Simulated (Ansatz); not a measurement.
## Equation of state of TaN from a dense series

```xyz
2
Lattice="2.9380 0.0000 0.0000 -1.4690 2.5444 0.0000 0.0000 0.0000 2.8830" Properties=species:S:1:pos:R:3 pbc="T T T"
Ta    0.0000    1.6963    1.4415
N     0.0000    0.0000    0.0000
```

Atoms are numbered in the order listed.

Conventional cell: a = 2.938 Å, b = 2.938 Å, c = 2.883 Å, α = 90.00°, β = 90.00°, γ = 120.00°. Around Ta (atom 1) lie 6 N at 2.23 Å. N (atom 2) is surrounded by 6 Ta at 2.23 Å.

The cell comes from COD entry 1538016, which wasn't checked; take it as a given geometry.

Spin–orbit coupling is left out, though it moves levels of the heavy atoms by tenths of an eV or more.

Theory: DFT, PBEsol, all-electron LAPW, scalar-relativistic in Ansatz 0.2.0.

The runs use a Γ-centred 12×12×10 k mesh, Fermi–Dirac smearing of 0.02 eV, basis error target 0.5 meV/atom, no spin polarisation.

The cell is scaled evenly. Fractional coordinates are held (clamped ions).

| V (Å³/atom) | P (GPa) |
| --- | --- |
| 10.129 | 19.23 |
| 10.135 | 19.00 |
| 10.345 | 10.35 |
| 10.453 | 6.26 |
| 10.560 | 2.38 |
| 10.668 | -1.30 |
| 10.776 | -4.78 |
| 10.884 | -8.09 |
| 10.991 | -11.22 |
| 11.099 | -14.18 |
| 11.207 | -16.99 |

(1) Fit a third-order Birch–Murnaghan curve to the pressures.

(2) Predict the pressure at the withheld volume, 11.422 Å³/atom.

Answers

(1) P = (3B0/2)(y^(7/2) − y^(5/2))[1 + (3/4)(B0′ − 4)(y − 1)] with y = (V0/V)^(2/3) fits within 0.01 GPa for V0 = 10.629 Å³/atom, B0 = 359.8 GPa and B0′ = 4.30.

(2) There y = 0.9532, so the fit gives -22.19 GPa; the run gave -22.18 GPa.
